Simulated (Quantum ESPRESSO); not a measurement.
# Al2W3LiIn2: one composition in several site orders

A calculation, not a measurement. The program is pw.x of Quantum ESPRESSO 7.5 (plane-wave density functional theory). The cell is made up: eight metal atoms on a hexagonal close-packed lattice, with elements, volume, strain and displacements drawn at random and not relaxed, so it may be unstable or far from any real phase. PseudoDojo standard norm-conserving files set the functional (PBE unless stated); there is no spin polarisation or spin-orbit coupling, the Fermi-Dirac width of 0.25 eV means electrons at about 2900 K, and the masses in the input are unused placeholders. Heavy elements are run without spin-orbit coupling, which real alloys of them have. A spin test at this wide smearing found no moment, but such smearing suppresses magnetism that the real alloy may have.

The runs put one composition on the sites in different orders. Cell, positions, cutoff, mesh and smearing stay as in the input of run 1; sites are counted in its order. Stress in the tables is positive in tension.

Input of run 1:

```
&control calculation='scf', pseudo_dir='./dojo.nc.sr.pbe.v0_5.standard.upf', outdir='./o', disk_io='medium', tprnfor=.true., tstress=.true. /
&system ibrav=0, nat=8, ntyp=4, nbnd=51, ecutwfc=74.01313486, nosym=.true., tot_charge=0,
 occupations='smearing', smearing='fd', degauss=0.0183746611
/
&electrons conv_thr=1.470e-08, electron_maxstep=70, mixing_beta=0.5 /
ATOMIC_SPECIES
Al 1.0 Al.upf
In 1.0 In.upf
Li 1.0 Li.upf
W 1.0 W.upf
CELL_PARAMETERS angstrom
2.9522 0.0025 -0.0149
0.0044 5.0454 0.0262
-0.0471 0.048 9.5284
ATOMIC_POSITIONS angstrom
Al -0.0875 0.0289 0.0417
W 0.0315 0.0914 4.7884
W -0.0045 1.6377 2.3915
W -0.0104 1.699 7.0978
Li 1.451 2.5122 -0.0086
Al 1.3981 2.57 4.7241
In 1.5006 4.2809 2.3954
In 1.4347 4.2093 7.1337
K_POINTS automatic
8 5 3 1 1 1
```

```
run  elements on sites 1 to 8  free energy less that of run 1 (eV)  -TS (eV)  pressure (GPa)  stress xx (GPa)  stress yy (GPa)  stress zz (GPa)  stress yz (GPa)  stress xz (GPa)  stress xy (GPa)  iterations
  1      Al W W W Li Al In In                                0.000    -1.063           -3.54             5.73             1.93             2.95             0.55            -0.41             0.04          13
  2      In W Li Al In W Al W                               -0.567    -1.114           -3.12             3.56             3.03             2.77             1.20            -0.11            -0.26          15
  3      Al Li W W Al In In W                               -0.676    -1.016           -5.24             6.45             5.35             3.92             1.94            -0.30            -0.07          15
  4      Li W In Al W W In Al                               -0.328    -0.996           -3.40             4.21            -2.12             8.09             0.68            -0.50             0.00          15
  5      Li W W In In Al W Al                               -0.706    -1.094           -3.42             3.31             6.16             0.78            -1.81            -0.43            -0.23          13
  6      Al W In In Li W Al W                               -0.740    -1.049           -2.29             3.73            -0.34             3.48             2.14            -0.09            -0.11          13
```

Forces Fx Fy Fz (eV/Å):

| site | run 1 | run 2 | run 3 | run 4 | run 5 | run 6 |
| --- | --- | --- | --- | --- | --- | --- |
| 1 | 0.14 1.14 -0.46 | 0.25 -0.18 -0.26 | 0.19 0.29 -1.61 | 0.12 -0.30 -0.47 | 0.13 -0.20 -0.21 | 0.14 -0.74 -0.62 |
| 2 | -0.24 1.14 -0.23 | 0.06 -0.29 -0.23 | -0.11 -0.09 0.12 | -0.19 -0.60 1.25 | -0.20 -0.42 -0.95 | 0.00 -1.20 -0.15 |
| 3 | 0.03 0.40 1.17 | -0.03 0.35 0.04 | -0.08 0.85 -1.90 | -0.06 1.09 -0.76 | -0.01 -0.12 0.88 | -0.07 0.97 -0.69 |
| 4 | -0.19 -0.82 -1.09 | -0.07 0.33 -1.18 | -0.11 -0.44 1.45 | -0.08 0.31 0.37 | -0.09 -0.20 0.13 | -0.14 0.47 0.80 |
| 5 | 0.01 -0.02 0.02 | -0.07 0.19 0.49 | -0.02 -0.19 -0.37 | 0.02 0.49 -1.38 | 0.01 0.51 0.70 | -0.02 0.19 0.14 |
| 6 | 0.20 -0.29 0.04 | 0.16 0.36 0.52 | 0.22 -0.45 0.66 | 0.23 0.28 1.63 | 0.21 0.24 -1.16 | 0.33 1.04 0.18 |
| 7 | -0.12 -1.36 -0.35 | -0.08 -0.51 1.68 | -0.11 -0.47 0.34 | -0.08 -1.05 -0.61 | -0.11 -0.17 1.21 | -0.09 -0.83 0.89 |
| 8 | 0.17 -0.19 0.90 | -0.23 -0.25 -1.05 | 0.02 0.50 1.31 | 0.04 -0.22 -0.03 | 0.07 0.33 -0.59 | -0.14 0.10 -0.55 |

The sites are displaced and not relaxed, so the energy differences hold strain from misfit and are not ordering energies. A rerun of one cell of this series at a higher cutoff and on a denser mesh moved values by no more than 0.005 eV in energy, 0.08 GPa in stress and 0.014 eV/Å in force, and a second program with other atomic files agreed on that cell to 2 % rms in force and 0.5 GPa in pressure.